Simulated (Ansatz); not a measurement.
Relaxed-ion elastic tensor of LaB$_{6}$ in space group Pm-3m (No. 221; La on 1a, B on 6f) in GPa (Voigt order), the program Ansatz at the r²SCAN level (PAW); density 4.73 g/cm³, 10.23 Å³ per atom.

```json
[
 {"": "1", "1": "493", "2": "22.9", "3": "22.9", "4": "0.0", "5": "0.0", "6": "0.0"},
 {"": "2", "1": "22.9", "2": "493", "3": "22.9", "4": "0.0", "5": "0.0", "6": "0.0"},
 {"": "3", "1": "22.9", "2": "22.9", "3": "493", "4": "0.0", "5": "0.0", "6": "0.0"},
 {"": "4", "1": "0.0", "2": "0.0", "3": "0.0", "4": "97.9", "5": "0.0", "6": "0.0"},
 {"": "5", "1": "0.0", "2": "0.0", "3": "0.0", "4": "0.0", "5": "97.9", "6": "0.0"},
 {"": "6", "1": "0.0", "2": "0.0", "3": "0.0", "4": "0.0", "5": "0.0", "6": "97.9"}
]
```

Q: Is the crystal mechanically stable?

A: Yes: the smallest eigenvalue of C is 97.9 GPa.

Q: Work out the Voigt, Reuss and Hill averages.

A: K_V = 180, K_R = 180, K_H = 180; G_V = 153, G_R = 128, G_H = 140 GPa.

Q: Give Young's modulus, Poisson's ratio, Pugh's ratio and the universal anisotropy index.

A: E = 9KG/(3K + G) = 334 GPa; ν = 0.19; K/G = 1.28 (brittle by the Pugh limit of 1.75); A_U = 5G_V/G_R + K_V/K_R − 6 = 0.98.

Q: Estimate the sound speeds and the Debye temperature.

A: v_l = √((K + 4G/3)/ρ) = 8810 m/s, v_t = √(G/ρ) = 5450 m/s, mean 6010 m/s; Θ = (h/k)(3n/4πV)^(1/3) v_m = 824 K.

Q: Give the Zener ratio and Young's modulus along [100], [110] and [111].

A: A = 2C44/(C11 − C12) = 0.42; 1/E = S11 − 2(S11 − S12 − S44/2)Γ with Γ = 0, 1/4, 1/3 gives 491, 284, 249 GPa.

The cell was relaxed with r²SCAN under the symmetry of its start; of distortions, only those at the zone centre were tested. As this level gives no gap, shear constants depend on the k-mesh and smearing (Fermi–Dirac, 0.1 eV here). Scalar-relativistic: spin–orbit coupling is off unless named, which matters more the heavier the elements.

Potentials: the earlier of the program's two PAW sets.
